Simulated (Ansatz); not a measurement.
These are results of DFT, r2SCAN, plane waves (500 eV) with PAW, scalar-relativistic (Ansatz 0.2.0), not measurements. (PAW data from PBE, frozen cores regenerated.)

An element in the fcc structure gives this curve. The cell is scaled uniformly from the relaxed one, with fractional coordinates and shape fixed. Energies are extrapolated to zero smearing, pressures are those at the given smearing. Magnetic state: spin not included.

```csv
V (Å³/atom),E − E₀ (meV/atom),P (GPa)
29.316,61.7,5.77
30.649,25.0,3.54
31.981,5.4,1.66
33.314,0.1,0.07
34.647,6.9,-1.30
35.979,24.2,-2.47
37.312,50.4,-3.48
```

Problem. Which element is it?
A. yttrium
B. lutetium
C. thallium
D. sodium

Solution. A. Its fit is V₀ = 33.19 Å³/atom, B₀ = 37 GPa, B₀′ = 3.1.
